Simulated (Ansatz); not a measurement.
CsZn4P3:
```xyz
8
Lattice="4.0573 0.0000 0.0000 0.0000 4.0573 0.0000 0.0000 0.0000 10.4186" Properties=species:S:1:pos:R:3 pbc="T T T"
Cs     0.0000     0.0000     5.2093
Zn     2.0287     0.0000     8.8459
Zn     2.0287     0.0000     1.5727
Zn     0.0000     2.0287     8.8459
Zn     0.0000     2.0287     1.5727
P      2.0287     2.0287     7.5758
P      2.0287     2.0287     2.8428
P      0.0000     0.0000     0.0000
```

Relaxed with r²SCAN.

### Question
Map the valence electron density (e/Å³), cut off at 0.7 on the plane through (0.000, 0.000, 0.500) spanned by u = [1, 0, 0] and v = [0, 0, 1] in lattice vectors, from r²SCAN (plane waves, PAW; program Ansatz).

### Answer
x is the fraction of u, y of v (the angle between them is 90°; rows are the nearest grid lines); atoms in the plane: Cs at (0.00, 0.00), Zn at (0.50, 0.35), Zn at (0.50, 0.65), P at (0.00, 0.50).
```
y \ x   0.000  0.100  0.200  0.250  0.350  0.450  0.550  0.650  0.750  0.800  0.900   1.00
------  -----  -----  -----  -----  -----  -----  -----  -----  -----  -----  -----  -----
1.00    0.000  0.644  0.700  0.700  0.164  0.038  0.038  0.164  0.700  0.700  0.644  0.000
0.925   0.700  0.700  0.497  0.283  0.075  0.026  0.026  0.075  0.283  0.497  0.700  0.700
0.850   0.090  0.075  0.048  0.039  0.033  0.035  0.035  0.033  0.039  0.048  0.075  0.090
0.775   0.017  0.022  0.037  0.051  0.089  0.125  0.125  0.089  0.051  0.037  0.022  0.017
0.700   0.044  0.053  0.103  0.172  0.700  0.700  0.700  0.700  0.172  0.103  0.053  0.044
0.625   0.222  0.212  0.225  0.295  0.700  0.700  0.700  0.700  0.295  0.225  0.212  0.222
0.550   0.578  0.700  0.533  0.391  0.244  0.234  0.234  0.244  0.391  0.533  0.700  0.578
0.450   0.578  0.700  0.533  0.391  0.244  0.234  0.234  0.244  0.391  0.533  0.700  0.578
0.375   0.222  0.212  0.225  0.295  0.700  0.700  0.700  0.700  0.295  0.225  0.212  0.222
0.300   0.044  0.053  0.103  0.172  0.700  0.700  0.700  0.700  0.172  0.103  0.053  0.044
0.225   0.017  0.022  0.037  0.051  0.089  0.125  0.125  0.089  0.051  0.037  0.022  0.017
0.150   0.090  0.075  0.048  0.039  0.033  0.035  0.035  0.033  0.039  0.048  0.075  0.090
0.0750  0.700  0.700  0.497  0.283  0.075  0.026  0.026  0.075  0.283  0.497  0.700  0.700
0.000   0.000  0.644  0.700  0.700  0.164  0.038  0.038  0.164  0.700  0.700  0.644  0.000
```

The density is the valence pseudo-density with augmentation charge, so density and ELF within about 1 Å of a nucleus are not all-electron values.

Space group P4/mmm. The workflow started from a Materials Project entry (that database holds measured and hypothetical structures alike); the Crystallography Open Database files this formula in space group No. 123, but the cells were not matched. Its standing as an ambient phase is unchecked. Symmetry was held in the r²SCAN relaxation; its stability against distortions is not shown here. Spin–orbit coupling is left out wherever it is not named.

Potentials: the later of the program's two PAW sets.
